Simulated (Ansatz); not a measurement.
Values for one crystal, relaxed and computed with plane-wave PAW r²SCAN (Ansatz code); other levels are named.

```yaml
volume_per_atom: 16.63 Å³
band_gap: 5.82 eV (direct)
hole_effective_mass: 2.2, 2.7, 17 mₑ (principal values)
Pressure derivative B′: 4.7
Gap with spin–orbit coupling: 5.82 eV
conduction_band_minimum: at Γ
Electron effective mass with spin–orbit coupling: 0.41, 0.49, 0.49 mₑ (principal values)
```

Question: Which of these materials gives this?
A. Na2CO3, C2/m (Pearson symbol mS24)
B. Li2MoO3, P-1 (Pearson symbol aP12)
C. MnCO3, R-3c (Mn on 6b, C on 6a, O on 18e)
D. Cs2CaP2O7, Cm (Pearson symbol mS24)

Answer: D, Cs2CaP2O7, Cm (Pearson symbol mS24)

The workflow started from a Materials Project entry (that database holds measured and hypothetical structures alike); the Crystallography Open Database copy checked does not list it. Whether it is the stable phase at ambient conditions was not checked. The r²SCAN relaxation kept the symmetry of its start; its stability against distortions is not shown here. Scalar-relativistic: spin–orbit coupling is off unless named, which matters more the heavier the elements.

Potentials: the later of the program's two PAW sets.
